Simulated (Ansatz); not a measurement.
AlAs (rock salt, Fm-3m) at seven volumes, PBEsol in the plane-wave PAW code Ansatz, scaled uniformly. One row is withheld.

```tsv
V (Å³/atom)	P (GPa)
16.429	10.41
16.971	6.39
17.513	2.94
18.054	0.00
18.596	?
19.138	-4.61
19.679	-6.39
```

Q: Fit the shown pressures and predict the withheld one.

A: P = (3/2)B₀(x^(7/2) − x^(5/2))[1 + (3/4)(B′ − 4)(x − 1)] with x = (V₀/V)^(2/3). Least squares on the six rows gives V₀ = 18.057 Å³/atom, B₀ = 89.7 GPa, B′ = 4.36. At V = 18.596, x = 0.9806 and P = -2.47 GPa. The run itself gave -2.50 GPa.

The cell is a constructed one: a structure type filled with these elements; the Crystallography Open Database copy checked does not list it. It is not the phase usual at ambient conditions (space group No. 216). The PBEsol relaxation kept the symmetry of its start; of distortions, only those at the zone centre were tested.

Potentials: the later of the program's two PAW sets.
